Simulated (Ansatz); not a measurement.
Hf (hcp, Mg type)

```yaml
crystal:
  lattice:
    - [3.15898, 0.00000, 0.00000]
    - [-1.57949, 2.73576, 0.00000]
    - [0.00000, 0.00000, 4.99983]
  atoms:
    - { symbol: Hf, position: [0.33333, 0.66667, 0.75000] }
    - { symbol: Hf, position: [0.66667, 0.33333, 0.25000] }
```

The slice is a (1 -1 0 0) plane (indices of the conventional cell) through the point (0.667, 0.333, 0.250) (fractional), spanned by u = [110] and v = [001] in vectors of this cell: u (3.16 Å) and v (5.00 Å, at 90° to u). It covers one period; positions are fractions (u, v).

Computed with PBEsol (plane waves to 420 eV, PAW, scalar-relativistic; Ansatz, a quantum-chemistry and plane-wave program). k mesh 17×17×9. Inside the PAW spheres the values are not all-electron values, and peaks at nuclei hang on which shells count as valence. Hf is run without spin polarisation. Hf was relaxed with its symmetry unable to fall. Spin-orbit coupling is left out, though Hf is heavy. The PAW data are Ansatz's earlier set.

Three fields on this plane, each scaled to ten steps between its own extremes (0 low, 9 high; the total valence density on a logarithmic scale, the potential cut 8 eV below its top; x marks points blanked near nuclei; v = 0 in the bottom row):

Map A
```
|xxxxxx0146410xxxxx|
|xxxxxx0256520xxxxx|
|xxxxx004676400xxxx|
|xxxx00257875200xxx|
|xxx0014788874100xx|
|000024678887642000|
|223456677777665432|
|666666665556666666|
|888765433233456788|
|998764200000246789|
|998752000000025789|
|99863000xxx0003689|
|9986200xxxxx002689|
|9985200xxxxx002589|
|9986200xxxxx002689|
|99863000xxx0003689|
|998752000000025789|
|998764200000246789|
|888765433233456788|
|666666665556666666|
|223456677777665432|
|000024678887642000|
|xxx0014788874100xx|
|xxxx00257875200xxx|
|xxxxx004676400xxxx|
|xxxxxx0256520xxxxx|
|xxxxxx0146410xxxxx|
|xxxxxx0045400xxxxx|
```

Map B
```
|xxxxxx1012101xxxxx|
|xxxxxx0023200xxxxx|
|xxxxx100343001xxxx|
|xxxx10014541001xxx|
|xxx1001355531001xx|
|110001235553210001|
|111112333333321111|
|444332211111223344|
|776532100000123567|
|987531000000013578|
|997520000100002579|
|99741001xxx1001479|
|9973101xxxxx101379|
|9973101xxxxx101379|
|9973101xxxxx101379|
|99741001xxx1001479|
|997520000100002579|
|987531000000013578|
|776532100000123567|
|444332211111223344|
|111112333333321111|
|110001235553210001|
|xxx1001355531001xx|
|xxxx10014541001xxx|
|xxxxx100343001xxxx|
|xxxxxx0023200xxxxx|
|xxxxxx1012101xxxxx|
|xxxxxx1012101xxxxx|
```

Map C
```
|xxxxxx7310137xxxxx|
|xxxxxx6210126xxxxx|
|xxxxx941000149xxxx|
|xxxx95200000259xxx|
|xxx8521000001258xx|
|876421000000012467|
|433210000000001233|
|221100000000000112|
|111100112221100111|
|111111234443211111|
|111122467776422111|
|22222468xxx8642222|
|2222357xxxxx753222|
|2222358xxxxx853222|
|2222357xxxxx753222|
|22222468xxx8642222|
|111122467776422111|
|111111234443211111|
|111100112221100111|
|221100000000000112|
|433210000000001233|
|876421000000012467|
|xxx8521000001258xx|
|xxxx95200000259xxx|
|xxxxx941000149xxxx|
|xxxxxx6210126xxxxx|
|xxxxxx7310137xxxxx|
|xxxxxx8310138xxxxx|
```

### Question
Assign the maps to these fields: electron localisation function (ELF); valence electron density; electrostatic potential energy of an electron, from the cell's mean.

### Answer
A is the electrostatic potential energy of an electron, from the cell's mean; B is the electron localisation function (ELF); C is the valence electron density.
